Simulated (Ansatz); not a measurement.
Relaxed-ion elastic tensor of W (bcc (W type), Im-3m) in GPa (Voigt order), r²SCAN in the plane-wave PAW code Ansatz; density 19.19 g/cm³, 15.91 Å³ per atom.

```
556  203  203  0.0  0.0  0.0
203  556  203  0.0  0.0  0.0
203  203  556  0.0  0.0  0.0
0.0  0.0  0.0  151  0.0  0.0
0.0  0.0  0.0  0.0  151  0.0
0.0  0.0  0.0  0.0  0.0  151
```

Q: Is the crystal mechanically stable?

A: Yes: the smallest eigenvalue of C is 151 GPa.

Q: Work out the Voigt, Reuss and Hill averages.

A: K_V = 320, K_R = 320, K_H = 320; G_V = 161, G_R = 160, G_H = 161 GPa.

Q: Give Young's modulus, Poisson's ratio, Pugh's ratio and the universal anisotropy index.

A: E = 9KG/(3K + G) = 413 GPa; ν = 0.29; K/G = 1.99 (ductile by the Pugh limit of 1.75); A_U = 5G_V/G_R + K_V/K_R − 6 = 0.03.

Q: Estimate the sound speeds and the Debye temperature.

A: v_l = √((K + 4G/3)/ρ) = 5280 m/s, v_t = √(G/ρ) = 2890 m/s, mean 3230 m/s; Θ = (h/k)(3n/4πV)^(1/3) v_m = 382 K.

Q: Give the Zener ratio and Young's modulus along [100], [110] and [111].

A: A = 2C44/(C11 − C12) = 0.86; 1/E = S11 − 2(S11 − S12 − S44/2)Γ with Γ = 0, 1/4, 1/3 gives 447, 404, 391 GPa.

Symmetry was held in the r²SCAN relaxation. The run is not spin-polarised. As this level gives no gap, shear constants depend on the k-mesh and smearing (Fermi–Dirac, 0.1 eV here). Scalar-relativistic: spin–orbit coupling is off unless named, which matters more the heavier the elements.

Potentials: the earlier of the program's two PAW sets.
